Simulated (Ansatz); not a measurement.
Rb2YAgF6:
```
Rb2YAgF6
1.0
    0.00000     4.55255     4.55255
    4.55255     0.00000     4.55255
    4.55255     4.55255     0.00000
Rb Y Ag F
2 1 1 6
Direct
  0.75000   0.75000   0.75000
  0.25000   0.25000   0.25000
  0.50000   0.50000   0.50000
  0.00000   0.00000   0.00000
  0.73654   0.26346   0.26346
  0.26346   0.73654   0.73654
  0.26346   0.73654   0.26346
  0.73654   0.26346   0.73654
  0.26346   0.26346   0.73654
  0.73654   0.73654   0.26346
```

Plane-wave PAW r²SCAN (Ansatz code) gives a gap of 3.33 eV without spin–orbit coupling, maximum at L, minimum at Γ.

Q: What happens when spin–orbit coupling is switched on?

A: The gap drops by 0.06 eV, to 3.27 eV; maximum at L, minimum at Γ.

Q: Give the electron effective mass with spin–orbit coupling.

A: 0.54 mₑ (isotropic).

Space group Fm-3m. The first step of the workflow began from a Materials Project structure, measured or hypothetical; the Crystallography Open Database copy checked does not list it. Its standing as an ambient phase is unchecked. The r²SCAN relaxation kept the symmetry of its start; whether a distortion lowers the energy is not shown. The run is not spin-polarised.

Potentials: the later of the program's two PAW sets.
